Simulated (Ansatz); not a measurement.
Given:

FeS$_{2}$:
```
FeS2
1.0
    4.36739     0.00000     0.00000
    0.00000     5.33321     0.00000
    0.00000     0.00000     3.34439
Fe S
2 4
Direct
  0.00000   0.00000   0.00000
  0.50000   0.50000   0.50000
  0.20715   0.37443   0.00000
  0.70715   0.12557   0.50000
  0.29285   0.87443   0.50000
  0.79285   0.62557   0.00000
```

This is the PBEsol-relaxed structure. Cartesian axes are those of the cell as given.

**Question.** All from plane-wave PAW PBEsol (Ansatz code), unless another level is named. Estimate the bulk modulus (Birch–Murnaghan fit).

**Answer.** 173 GPa.

**Question.** Give the elastic constants (relaxed ions, GPa).

**Answer.** C11 = 317, C22 = 451, C33 = 342, C12 = 46.8, C13 = 127, C23 = 52.9, C44 = 103, C55 = 163, C66 = 163.

Space group Pnnm. The cell was relaxed with PBEsol under the symmetry of its start. The workflow began spin-polarised and lost its moments.

Potentials: the later of the program's two PAW sets.
